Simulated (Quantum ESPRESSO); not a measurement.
pw.x input (Quantum ESPRESSO 7.5; PBEsol, PseudoDojo standard norm-conserving files, scalar-relativistic):

```
&CONTROL
  calculation = 'scf'
  pseudo_dir = './pseudo'
  outdir = './out'
  tprnfor = .true.
  tstress = .true.
/
&SYSTEM
  ibrav = 0
  nat = 7
  ntyp = 3
  ecutwfc = 92.0
  ecutrho = 368.0
  occupations = 'smearing'
  smearing = 'fd'
  degauss = 0.002
  nbnd = 40
  assume_isolated = '2D'
/
&ELECTRONS
  conv_thr = 7.000000000000001e-10
/
ATOMIC_SPECIES
O 15.9990 O.upf
S 32.0600 S.upf
Cu 63.5460 Cu.upf
CELL_PARAMETERS angstrom
  4.484646887000   0.000000000000   0.000000000000
 -2.242323443500   5.289383274000   0.000000000000
  0.000000000000   0.000000000000  14.800000000000
ATOMIC_POSITIONS crystal
O   0.109106872600   0.840424121500  -0.059993509500
O   0.890893127400   0.159575878500  -0.059993509500
O   0.268682751100   0.159575878500   0.059993509500
O   0.731317248900   0.840424121500   0.059993509500
S   0.000000000000   0.000000000000   0.000000000000
Cu   0.500000000000   0.500000000000   0.046912594300
Cu   0.000000000000   0.500000000000  -0.046912594300
K_POINTS automatic
6 6 1 0 0 0
```

End of the output:

```
     total energy              =    -911.53574302 Ry
     estimated scf accuracy    <       0.00000003 Ry
     total energy              =    -911.53574303 Ry
     estimated scf accuracy    <       0.00000003 Ry
     total energy              =    -911.53574303 Ry
     estimated scf accuracy    <          1.5E-09 Ry
[...]
     the Fermi energy is    -4.6983 ev
!    total energy              =    -911.53574303 Ry
     estimated scf accuracy    <          9.9E-11 Ry
     smearing contrib. (-TS)   =      -0.00000000 Ry
     internal energy E=F+TS    =    -911.53574303 Ry
     The total energy is F=E-TS. E is the sum of the following terms:
     one-electron contribution =   -4255.24316764 Ry
     hartree contribution      =    2124.37120608 Ry
     xc contribution           =    -132.03644162 Ry
     ewald contribution        =    1351.37266015 Ry
     convergence has been achieved in  12 iterations
     Forces acting on atoms (cartesian axes, Ry/au):
     atom    1 type  1   force =    -0.00030642   -0.00018826   -0.00005642
     atom    2 type  1   force =     0.00030642    0.00018826   -0.00005642
     atom    3 type  1   force =    -0.00030642    0.00018826    0.00005642
     atom    4 type  1   force =     0.00030642   -0.00018826    0.00005642
     atom    5 type  2   force =     0.00000000    0.00000000    0.00000000
     atom    6 type  3   force =     0.00000000    0.00000000    0.00003630
     atom    7 type  3   force =     0.00000000    0.00000000   -0.00003630
     Total force =     0.000730     Total SCF correction =     0.000030
```
In a gapped system the printed Fermi energy is only some level inside the gap.

Geometry relaxed with PBEsol.
